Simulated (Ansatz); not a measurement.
# KMnF₃ (Pm-3m): energy against total spin moment

Level of theory: PBEsol+U, U = 4.0 eV, J = 0.5 eV (Liechtenstein form) on Mn d, fully localised double counting, collinear spin, scalar-relativistic, 420 eV, PAW set soft_2 (made for PBE), 5×5×5 mesh, Gaussian smearing of 0.05 eV; plane-wave PAW code Ansatz.

```
K Mn F
1.0
     4.18690    0.00000    0.00000
     0.00000    4.18690    0.00000
     0.00000    0.00000    4.18690
K Mn F
1 1 3
Direct
  0.50000 0.50000 0.50000
  0.00000 0.00000 0.00000
  0.50000 0.00000 0.00000
  0.00000 0.50000 0.00000
  0.00000 0.00000 0.50000
```

The structure is that of a measured cell (COD), unrelaxed.

Cell and atoms stay fixed. The reference is a free state that was started with parallel moments (start: symmetry kept, no search) and keeps them. It has 5 d electrons in filled orbitals, 5 of them unpaired, the high-spin filling, a gap of 2.54 eV and a whole-number cell moment of 5 μB, as a collinear insulator must have; cell moment 5.00 μB, site moments in spheres Mn 4.20; F 0.06 μB, shell filling Mn 5↑ 0↓, 5.22 e. A natural orbital (eigenvector of a shell's occupation matrix) is counted as filled above 0.75 (0.9 in a metal) and as partly filled from 0.35 up to that; ↑ and ↓ are the spin channels. The formal moment from which the starts were built is 5 μB a cell. The total moment M = N↑ − N↓ was then locked, each spin with its own Fermi level. Locks at 70 % of the formal moment or more started from the reference's natural orbitals, filled by rank with the formal electron count; the others from atoms with scaled moments, and the lock at zero from atoms without moments.

```
M (μB/cell)  ΔE (meV/atom)  ΔE (eV/cell)  site moments (μB)                           shell filling  E_F↑ − E_F↓ (eV)  flags
       0.00          899.0          4.50         under 0.05  Mn 0↑(+3 partly) 0↓(+3 partly), 5.52 e              0.00      –
       2.50          786.1          3.93            Mn 2.20  Mn 3↑(+2 partly) 0↓(+3 partly), 5.48 e             -1.55      –
       5.50          359.7          1.80    Mn 4.21; F 0.15                        Mn 5↑ 0↓, 5.21 e              8.14      –
```

ΔE counts from the reference.

Q: What does a lock at M = 4.50 μB give?

A: ΔE = 199.6 meV/atom (1.00 eV per cell), site moments Mn 3.89 μB, filling Mn 5↑ 0↓, 5.26 e.

Turning one electron's spin changes M by 2 μB. From the reference, going to 5.50 μB turns 0.25 electrons from spin down to up and costs 1.80 eV, or 7.19 eV per electron turned; going to 4.50 μB turns 0.25 electrons from spin up to down and costs 1.00 eV, or 3.99 eV per electron turned. In a gapped state the first turned electron must leave a filled band of one spin for an empty band of the other, so E(M) has a kink at the free moment. Where both spins are metallic, the slope dE/dM is half the difference of the two Fermi levels, 4.07 eV/μB at M = 5.50 μB. A straight line of that slope from the reference gives 4.07 × 0.50 = 2.034 eV, against 1.799 eV found, near that line and not at half of it as for a parabola: the mark of a kink.

At M = 0.00, 2.50 μB the count of filled and partly filled orbitals of each spin differs from the reference's, which may be the change of moment itself or a change of state.

At M = 5.50 μB the shells keep most of their moment (N↑ − N↓ summed over them changes by 0.01), so the lock is met mostly by polarising the anion and conduction bands.

For M = 0.00 μB: The Hubbard term of the energy is 0.40 eV per cell in the reference and 1.94 eV in the locked state. Of the difference of 4.50 eV per cell, the Hubbard term gives 1.54 eV and all other terms 2.96 eV. The other terms are taken on each state's own density, so they aren't the result of a run without U.

With one Mn ion in the cell, Mn moments can't oppose each other.

The points needn't share one orbital state, so they needn't lie on one smooth curve, and a lower state can't be excluded at any of them. For metallic states the mesh is coarse, so energy differences carry some meV/atom. The value of U was drawn from a range and not derived for this compound; another value can change gaps, moments and the order of states. A gap on the mesh alone may shrink between mesh points. Site moments are integrated in small spheres and here fall short of the shell's N↑ − N↓.
